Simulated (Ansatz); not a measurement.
# Is this ZrTi3N4 structure a true minimum?

It was reached by relaxing an invented guess, and it needn't be the stable form of this composition.

Computed with DFT PBE, scalar-relativistic, plane waves, PAW (Ansatz). Cutoff 420 eV; k points 10×10×10 on the computed 8-atom cell (Γ-centred); Gaussian smearing, width 0.10 eV; no spin polarisation.

The cell below (8 atoms, space group Pm-3m (No. 221)) is relaxed within its symmetry.

```yaml
crystal:
  lattice:
    - [4.35628, 0.00000, 0.00000]
    - [0.00000, 4.35628, 0.00000]
    - [0.00000, 0.00000, 4.35628]
  atoms:
    - { symbol: Zr, position: [0.00000, 0.00000, 0.00000] }
    - { symbol: Ti, position: [0.50000, 0.50000, 0.00000] }
    - { symbol: Ti, position: [0.00000, 0.50000, 0.50000] }
    - { symbol: Ti, position: [0.50000, 0.00000, 0.50000] }
    - { symbol: N, position: [0.00000, 0.00000, 0.50000] }
    - { symbol: N, position: [0.50000, 0.00000, 0.00000] }
    - { symbol: N, position: [0.00000, 0.50000, 0.00000] }
    - { symbol: N, position: [0.50000, 0.50000, 0.50000] }
```

For the test it was strained at random (σ = 1.5 % a component), the atoms were moved at random (σ = 0.15 Å), and all was relaxed again on a coarse 6×6×6 mesh (in the run’s order of axes) with 0.20 eV smearing, with no symmetry imposed.

Q: Does it come back?

A: It returns, within 1 meV/atom of the unmoved cell on that mesh and with the same symmetry when read at 0.1 Å. So it is stable against the distortions that fit this cell and that this random move excites. Modes that don't fit the cell aren't tested.
